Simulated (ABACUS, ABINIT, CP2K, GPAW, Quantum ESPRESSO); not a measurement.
# AgB2: 5 runs at one level of theory

```
Ag B
1.0
     3.00000    0.00000    0.00000
    -1.50000    2.59808    0.00000
     0.00000    0.00000    3.24000
Ag B
1 2
Direct
  0.03604 0.03052 0.99187
  0.65631 0.32991 0.49486
  0.31545 0.66017 0.50955
```

Atoms were shifted at random by some hundredths of an Å from the given cell, which wasn't relaxed again for these runs.

Alike in all runs: task single point; functional PBE; k mesh 10 × 10 × 8; occupations fermi-dirac, width 0.05 eV; no spin polarisation; no spin-orbit coupling. Pressure is positive in compression and, in plane waves, holds the error of the finite cutoff.

| program and potentials | plane-wave cutoff (eV) | notes | band gap (eV) | pressure (GPa) | largest force (eV/Å) | energy over the undisturbed cell (meV/atom) |
| --- | --- | --- | --- | --- | --- | --- |
| ABACUS, PseudoDojo NC SR 0.4.1 PBE standard, plane waves | 1116 | 8.33 valence electrons an atom on average | no gap | 55.25 | 0.737 | 14.16 |
| Quantum ESPRESSO, SSSP 1.3 efficiency PBE | 816 | 8.33 valence electrons an atom on average | no gap | 54.98 | 0.739 | 14.26 |
| CP2K, POTENTIAL_UZH Ag GTH-PBE-q11, B GTH-PBE-q3; TZVP-MOLOPT-PBE-GTH basis | - | atomic basis; 5.67 valence electrons an atom on average | no gap | 54.91 | 0.744 | - |
| GPAW, GPAW PAW data sets (gpaw-data 1.2.1) | 800 | 7.67 valence electrons an atom on average | no gap | 55.56 | 0.730 | - |
| ABINIT, JTH PAW PBE v2.0 | 463 | 5.67 valence electrons an atom on average | no gap | 55.93 | 0.739 | 13.97 |

Force on atom 3 (B), eV/Å:

```csv
program and potentials,x,y,z
"ABACUS, PseudoDojo NC SR 0.4.1 PBE standard, plane waves",0.006,0.108,-0.729
"Quantum ESPRESSO, SSSP 1.3 efficiency PBE",0.000,0.107,-0.732
"CP2K, POTENTIAL_UZH Ag GTH-PBE-q11, B GTH-PBE-q3; TZVP-MOLOPT-PBE-GTH basis",-0.009,0.111,-0.735
"GPAW, GPAW PAW data sets (gpaw-data 1.2.1)",-0.002,0.100,-0.723
"ABINIT, JTH PAW PBE v2.0",0.000,0.109,-0.731
```

None finds a gap. The pressure spans 54.91 (CP2K, POTENTIAL_UZH Ag GTH-PBE-q11, B GTH-PBE-q3; TZVP-MOLOPT-PBE-GTH basis) to 55.93 GPa (ABINIT, JTH PAW PBE v2.0). The cell lies far from this level's equilibrium. Rows in atomic bases carry the error of their basis and grid, which can be large.

The functional is the same throughout but for its coding, so the spread measures potentials, basis and numerics; runs on potential files found faulty are left out.
